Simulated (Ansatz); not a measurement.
Space group I4/mmm (No. 139). a = 3.934 Å, b = 3.934 Å, c = 12.341 Å, α = 90.00°, β = 90.00°, γ = 90.00°
| atom | site | symmetry | x | y | z |
| --- | --- | --- | --- | --- | --- |
| Pb | 4e | 4mm | 0.0000 | 0.0000 | 0.1517 |
| Cl | 2b | 4/mmm | 0.5000 | 0.5000 | 0.0000 |
| O | 4d | -4m2 | 0.0000 | 0.5000 | 0.2500 |

Equation of state of this Pb₂ClO₂ structure (not necessarily the ground state), with shape and atoms relaxed at each volume where symmetry leaves them free. It has no gap at any of these volumes. The calculation used DFT PBEsol, scalar-relativistic, plane waves, PAW in Ansatz.

Cutoff 420 eV; k points 12×12×12 on the computed 5-atom cell (Γ-centred); Gaussian smearing, width 0.10 eV; no spin polarisation.

```csv
V (Å³/atom),E − E(largest V) (meV/atom),P (GPa)
17.953,1.91,3.06
18.526,-5.85,1.41
19.099,-8.20,0.00
19.672,-5.98,-1.18
20.245,0.00,-2.13
```

Task: Fit a third-order Birch–Murnaghan equation to E(V).

Result: V0 = 19.09 Å³/atom, B0 = 42 GPa, B0' = 5.0.

Spin-orbit coupling is left out, which matters for the bands of heavy elements. Spin polarisation was left out, and a magnetic state may lie lower.